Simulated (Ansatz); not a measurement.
**Vibrational response of GaNi at 15 GPa**

The calculation used DFT PBEsol, scalar-relativistic, plane waves, PAW (Ansatz). Cutoff 420 eV, 14×14×14 k-points (Γ-centred), Fermi-Dirac smearing of 0.15 eV. No spin polarisation. Phonons by linear response, acoustic sum rule imposed.

The cell, relaxed at 15 GPa:
```yaml
crystal:
  lattice:
    - [2.80604, 0.00000, 0.00000]
    - [0.00000, 2.80604, 0.00000]
    - [0.00000, 0.00000, 2.80604]
  atoms:
    - { symbol: Ga, position: [0.00000, 0.00000, 0.00000] }
    - { symbol: Ni, position: [0.50000, 0.50000, 0.50000] }
```

In a metal, frequencies and elastic constants depend on the k mesh and the smearing, soft modes and shear constants most. Spin polarisation was left out, and a magnetic state may lie lower. Other phases may be more stable at this pressure.

Optical modes at Γ; i marks an imaginary frequency:
```
frequency (cm⁻¹) degeneracy
             251           3
```

All 3 optical modes at Γ are real: no displacement of atoms at fixed cell lowers the energy to second order. Strains and modes at other wave vectors aren't tested by this run.

Cost: 1 run of about 0.44 core-minutes, on Intel Xeon Platinum 8488C (Sapphire Rapids) (shared hosts).